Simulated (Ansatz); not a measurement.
# Every step of a relaxation of fcc Ni (100), 3 layers

DFT, PBE, PAW with Ansatz's default frozen-core files, scalar-relativistic (Ansatz 0.2.0); a Γ-centred 16×16×1 k mesh, Fermi–Dirac smearing of 0.1 eV, spin-polarised from start moments Ni1 1, Ni2 1, Ni3 1 μB. The run relaxes the atoms in the fixed cell.

Command: `ansatz run input.yaml --threads 2 --pin off --max-ram 6144MiB --backend cpu --events-out ev --progress --plain --runs-dir out` It took 62 s on 2 threads of Intel(R) Xeon(R) Platinum 8488C (Sapphire Rapids) (shared host), peak memory 0.61 GiB.

```yaml
crystal:
  lattice:
    - [2.4893873964, 0.0, 0.0]
    - [0.0, 2.4893873964, 0.0]
    - [0.0, 0.0, 19.5205]
  atoms:
    - { symbol: Ni, position: [0.0, 0.0, 0.4098249169], spin: 1.0 }
    - { symbol: Ni, position: [0.5, 0.5, 0.5], spin: 1.0 }
    - { symbol: Ni, position: [0.0, 0.0, 0.5901750831], spin: 1.0 }
magnetization:
  spin_polarized: true
kpoints:
  mp_grid: { grid: [16, 16, 1] }
scf:
  occupations: { method: fermi_dirac, width: 0.1 }
hamiltonian:
  xc: pbe
  pseudopotentials: { kind: paw }
output:
  forces: true
  stress: true
  eigenvalues: true
relax:
  f_tol: 0.01
  max_steps: 40
efield:
  axis: 3
  amplitude: 0
  dipole_correction: true
```

Each step lists its free energy a cell above the last geometry, and Cartesian positions (Å) with forces (eV/Å).

The first step:

```
step 1  dF = 15.26 meV
  Ni 0.0000 0.0000 8.0000   0.0000 0.0000 0.2892
  Ni 1.2447 1.2447 9.7602   0.0000 0.0000 0.0000
  Ni 0.0000 0.0000 11.5205   0.0000 0.0000 -0.2893
```

The magnetic state is the one reached from the start moments; other orders weren't searched.

Problem. Where does the relaxation end, and by which steps?

Solution. After 3 geometries, with a shortest distance of 2.452 Å and a cell moment of 2.10 μB. The further steps:
```
step 2  dF = 5.41 meV
  Ni 0.0000 0.0000 8.0211   0.0000 0.0000 0.1758
  Ni 1.2447 1.2447 9.7603   0.0000 0.0000 0.0000
  Ni 0.0000 0.0000 11.4994   0.0000 0.0000 -0.1759
step 3  dF = 0.00 meV
  Ni 0.0000 0.0000 8.0528   0.0000 0.0000 -0.0081
  Ni 1.2447 1.2447 9.7602   0.0000 0.0000 0.0000
  Ni 0.0000 0.0000 11.4677   0.0000 0.0000 0.0081
step 4  dF = 0.00 meV  (same geometry, solved once more)
  Ni 0.0000 0.0000 8.0528   0.0000 0.0000 -0.0081
  Ni 1.2447 1.2447 9.7602   0.0000 0.0000 0.0000
  Ni 0.0000 0.0000 11.4677   0.0000 0.0000 0.0081
```
